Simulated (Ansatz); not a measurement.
CaGe2Rh2 in space group I4/mmm (No. 139; Ca on 2a, Ge on 4e, Rh on 4d), the program Ansatz at the PBE level (PAW), all energies at zero smearing, with the estimated change up to a 700 eV cutoff added, with one set of potentials and settings (totals compare only within such a set). Cell of 5 atoms (1 Ca, 2 Ge, 2 Rh): -23216.600 eV.

| element | reference phase | E (eV/atom) |
|---|---|---|
| Ca | Fm-3m, 1 atoms in the cell | -1816.8597 |
| Ge | Fd-3m, 2 atoms in the cell | -4294.9847 |
| Rh | Fm-3m, 1 atoms in the cell | -6402.8911 |

Formation energy per atom, worked out: (-23216.600 − 1×(-1816.8597) − 2×(-4294.9847) − 2×(-6402.8911))/5 = -0.798 eV/atom (-77 kJ per mol of atoms), at 0 K, without zero-point energy or fitted corrections.

The first step of the workflow began from a Materials Project structure, measured or hypothetical; the Crystallography Open Database copy checked does not list it. Whether it is the stable phase at ambient conditions was not checked. The cell was relaxed with PBE under the symmetry of its start; its stability against distortions is not shown here. No spin polarisation was allowed. The references are the lowest solids computed at this level, not always the standard phases.

Potentials: the later of the program's two PAW sets.
